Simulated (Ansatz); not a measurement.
The elements of this relaxed trial crystal are hidden behind letters.

```
lattice vectors (Å)
   5.3228    0.0000    0.0000
   0.0000    5.3228    0.0000
   0.0000    0.0000    7.9365
fractional positions
X 0.5000 0.5000 0.5000
Z 0.0000 0.0000 0.0000
Z 0.5000 0.0000 0.7781
Z 0.0000 0.5000 0.2219
Q 0.4227 0.7688 0.6555
Q 0.9304 0.2516 0.1091
Q 0.7484 0.9304 0.8909
Q 0.2312 0.4227 0.3445
Q 0.5773 0.2312 0.6555
Q 0.0696 0.7484 0.1091
Q 0.2516 0.0696 0.8909
Q 0.7688 0.5773 0.3445
```

Computed with DFT PBE, scalar-relativistic, plane waves, PAW in Ansatz. Settings of the last relaxation (12-atom cell): 420 eV, 4×4×4 k points, Gaussian smearing of 0.02 eV, no spin polarisation.

```
Space group                               : P-4 (No. 81)
Conventional cell                         : a = 5.323 Å, c = 7.937 Å
Volume per atom                           : 18.74 Å³
Density                                   : 2.89 g/cm³
Formation energy                          : −2.872 eV/atom
Gap on the 4×4×4 mesh of the 12-atom cell : 4.91 eV
```

Energies are uncorrected and count from the elements' standard states at the same level.

Task: X is a d-block element of period 6, Z is a p-block element of period 3 and Q is a p-block element of period 2. Which elements are they?

Result: X = Hf, Z = Si, Q = O, so the formula is HfSi3O8. Density times volume gives a mean mass of 2.89 × 18.74/1.6605 = 32.6 u per atom, and this set has 32.6 u. Around Hf lie 4 O at 1.93 Å; around Si on a site of symmetry -4 lie 4 O at 1.64 Å; around O on its first site lie 1 Si at 1.62 Å and 1 Hf at 1.93 Å; 2 more sites not described. Other sets within the hints have nearly the same mass, so mass alone doesn't settle it; this one was computed.

Spin–orbit coupling, which can matter for Hf, is left out. Kohn–Sham gaps at this level usually fall short of measured ones. A later test with randomly moved atoms came back to the same energy, though modes that don't fit the test's cell weren't probed.
